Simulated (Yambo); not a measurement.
G0W0@PBEsol for KIO₃ (space group R3c, No. 161) in Yambo (2×2×2 mesh, 8 Ry block, plasmon pole, screening fixed), without a terminator:

```tsv
bands N in G	gap Γ → Γ (eV)	shift of the valence edge (eV)
121	4.512	-0.252
209	4.524	-0.529
326	4.541	-0.682
```

Extrapolate both columns to infinite N with E(N) = E∞ + A/N, test the form, and compare with the terminator.

From two points, E∞ = (N2 E2 − N1 E1)/(N2 − N1). The two largest N give 4.57 eV for the gap and -0.96 eV for the shift; the two smallest give 4.54 eV and -0.91 eV. For the gap the slopes A are -3.4 and -9.9 eV: the form isn't reached, and its limit is uncertain. For the shift the slopes A are 80 and 89 eV: the 1/N form holds. With the Bruneval-Gonze terminator and 326 bands the run gives 4.57 eV and -0.85 eV, 0.00 eV and 0.11 eV from the extrapolated values: the terminator too is an estimate of the remainder. Block, mesh and the bands in W are held fixed.

Spin-orbit coupling is not included.

Geometry of the Materials Project entry, not relaxed at this level; primitive cell a = b = c = 6.288 Å, α = β = γ = 59.93°.

The structure is a Materials Project entry; no match was found in the copy of COD used, and its stability was not checked.

A shift is the quasiparticle energy of the state minus its PBEsol energy.
